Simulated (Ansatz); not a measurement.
**A crystal of cell content C4H4CdCl2N2 at more than one level of theory**

Plane-wave PAW calculations in Ansatz, scalar-relativistic unless spin-orbit coupling is named; Γ-centred meshes, relaxations with the symmetry kept. Pressure is positive in compression. No spin polarisation at the first level.

Plane waves to 420 eV, a k mesh through Γ of 4×4×6 on the computed 13-atom cell and Gaussian smearing (0.02 eV); no spin polarisation.

Structure relaxed with PBE+D3(BJ):

```
Cd H C N Cl
1.0
     5.88182   -3.79553   -0.06023
     5.88182    3.79553   -0.06023
    -0.26714    0.00000    3.76592
Cd H C N Cl
1 4 4 2 2
Direct
  0.00000 0.00000 0.00000
  0.17172 0.50394 0.18241
  0.49606 0.82828 0.81759
  0.82828 0.49606 0.81759
  0.50394 0.17172 0.18241
  0.31842 0.50187 0.09858
  0.49813 0.68158 0.90142
  0.68158 0.49813 0.90142
  0.50187 0.31842 0.09858
  0.31722 0.68278 0.00000
  0.68278 0.31722 0.00000
  0.84286 0.84286 0.45962
  0.15714 0.15714 0.54038
```

```
                              level cell cutoff (eV) k mesh primitive cell V (Å³/atom) P (GPa; residual where relaxed) gap on mesh (eV)
                         PBE+D3(BJ) relaxed          420   4×4×6  a = 7.00 Å, b = 7.00 Å, c = 3.78 Å, α = 93.90°, β = 93.90°, γ = 65.67°         12.9                             0.01              2.55
PBE+D3(BJ) with spin-orbit coupling same cell          420   4×4×6  a = 7.00 Å, b = 7.00 Å, c = 3.78 Å, α = 93.90°, β = 93.90°, γ = 65.67°         12.9                             0.00              2.54
```

The start is a cell measured at 295 K (doi:10.1039/c1ce05164d), with 12.78 Å³ an atom; a static calculation leaves out thermal expansion, so the difference isn't the functional's error alone.

Cost: 2 runs of about 4 core-minutes in all, on Arm Neoverse V1 (shared hosts).